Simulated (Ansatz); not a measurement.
A geometry of SnTe away from equilibrium: the start of the relaxation of a generated cell, SnTe placed in the 6H structure type. Computed with PBE (plane waves to 420 eV, PAW, scalar-relativistic; Ansatz, a first-principles code). Γ-centred k-mesh 5×5×1 on the run's cell (coarser than for final values), Fermi–Dirac smearing 0.05 eV.

```xyz
12
Lattice="4.8829 0.0000 0.0000 -2.4415 4.2287 0.0000 0.0000 0.0000 23.9603" Properties=species:S:1:pos:R:3:forces:R:3 pbc="T T T" free_energy=-78025.938 pressure_GPa=4.0
Sn     0.0000     0.0000     0.0000    0.0000    0.0000   -0.0940
Sn     0.0000     0.0000    11.9801    0.0000    0.0000   -0.0940
Sn     2.4415     1.4096    19.9649    0.0000    0.0000   -0.0735
Sn     0.0000     2.8192     7.9848    0.0000    0.0000   -0.0735
Sn     2.4415     1.4096     3.9894    0.0000    0.0000    0.0303
Sn     0.0000     2.8192    15.9695    0.0000    0.0000    0.0303
Te     0.0000     0.0000    20.9556    0.0000    0.0000    0.1734
Te     0.0000     0.0000     8.9755    0.0000    0.0000    0.1734
Te     2.4415     1.4096    16.9603    0.0000    0.0000    0.0607
Te     0.0000     2.8192     4.9801    0.0000    0.0000    0.0607
Te     2.4415     1.4096     0.9944    0.0000    0.0000   -0.0968
Te     0.0000     2.8192    12.9745    0.0000    0.0000   -0.0968
```

Positions in Å, forces in eV/Å, free energy of the cell in eV (comparable only within this code, potentials and settings). Largest force: 0.17 eV/Å, on Te7, Te8 (atoms numbered as listed); the geometry lies 0.17 eV/atom above the end of its relaxation.

No spin polarisation in the result.

The run could not lower the symmetry of its start; a shaken copy of this end point relaxes with PBE to Imm2 (No. 44), 128 meV/atom lower.

The end of the path is a generated cell of SnTe: the first start was made by placing the elements on the sites of a structure type, and the end was not matched to a known phase here, so it may be hypothetical. Known forms of SnTe include space group No. 225.
